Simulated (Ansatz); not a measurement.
Ni (Fm-3m); field of 300 T on the spins.

```xyz
1
Lattice="0.0000 1.7619 1.7619 1.7619 0.0000 1.7619 1.7619 1.7619 0.0000" Properties=species:S:1:pos:R:3 pbc="T T T"
Ni    0.0000    0.0000    0.0000
```

Geometry: a structure as deposited in COD; nothing is relaxed.

Functional, mesh and filling: LDA, 16×16×16 k mesh, Fermi–Dirac smearing of 0.1 eV. LAPW is all-electron LAPW in Ansatz 0.2.0. Site moments are integrated in spheres about the atoms. Start moments (μB): Ni 0.6.

The self-consistent cycle went as follows.

```csv
iteration,Harris–Foulkes energy less the last (meV),density residual (eV),M (μB),∫|m| (μB)
1,-3.676,3.2e-03,0.5660,0.5914
2,0.801,7.4e-04,0.5764,0.6090
3,-0.686,4.7e-04,0.5871,0.6387
4,0.150,4.4e-06,0.5962,0.6548
5,0.021,2.7e-06,0.6004,0.6617
6,0.004,1.1e-07,0.6021,0.6646
7,0.003,5.4e-08,0.6024,0.6650
8,-0.007,5.0e-07,0.6029,0.6660
9,0.000,1.5e-08,0.6035,0.6669
10,0.000,1.9e-09,0.6035,0.6669
11,0.000,1.4e-11,0.6035,0.6669
```

Site moments (μB): Ni 0.62. Cell moment 0.60 μB.

The Ansatz runs typed with the search for lower states off end where their start leads. These are results for the start and cell typed. The real compound can order otherwise, in a larger cell, or not at all, since semilocal functionals at zero temperature often overstate magnetism.
